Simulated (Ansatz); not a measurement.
**Property card for AlP**

AlP:
```cif
data_Al3P3
_chemical_formula_sum 'Al3 P3'
_space_group_name_H-M_alt 'P6222'
_space_group_IT_number 180
_space_group_name_Hall 'P 62 2 (0 0 4)'
_cell_length_a 3.85054
_cell_length_b 3.85054
_cell_length_c 8.68937
_cell_angle_alpha 90.000
_cell_angle_beta 90.000
_cell_angle_gamma 120.000
loop_
_atom_site_label
_atom_site_type_symbol
_atom_site_symmetry_multiplicity
_atom_site_Wyckoff_symbol
_atom_site_fract_x
_atom_site_fract_y
_atom_site_fract_z
_atom_site_occupancy
Al1 Al 3 d 0.50000 0.00000 0.50000 1
P1 P 3 c 0.50000 0.00000 0.00000 1
```

Space group P6_222 (No. 180); conventional cell a = b = 3.851 Å, c = 8.689 Å, α = β = 90.00°, γ = 120.00°.

Method: PBE (plane waves, PAW; program Ansatz). The cell and atoms are relaxed at this level. Other levels are named where they apply.

**Cell and energy**

Volume per atom: 18.60 Å³
Density: 2.59 g/cm³
Formation energy from the elements (no fitted shifts): -41 kJ/mol of atoms

**Electronic structure**

- Band gap = 0.95 eV (indirect)
- Valence-band maximum = at Γ
- Conduction-band minimum = at M (3 equivalent valleys)
- Smallest direct gap on the standard path = 2.03 eV
- Electron effective mass = 0.15, 0.41, 1.4 mₑ (principal values)
- Hole effective mass = 0.15, 7.6, 7.6 mₑ (principal values)

**Mechanics**

* **Bulk modulus (Birch–Murnaghan fit)**: 90.3 GPa
* **Pressure derivative B′**: 4.2

The start of the workflow was typed in or built on a structure type; neither database checked (COD, Materials Project) lists it. It is not the phase usual at ambient conditions (space group No. 216). The cell was relaxed with PBE under the symmetry of its start; whether a distortion lowers the energy is not shown. The references are the lowest solids computed at this level, not always the standard phases.

Potentials: the earlier of the program's two PAW sets.
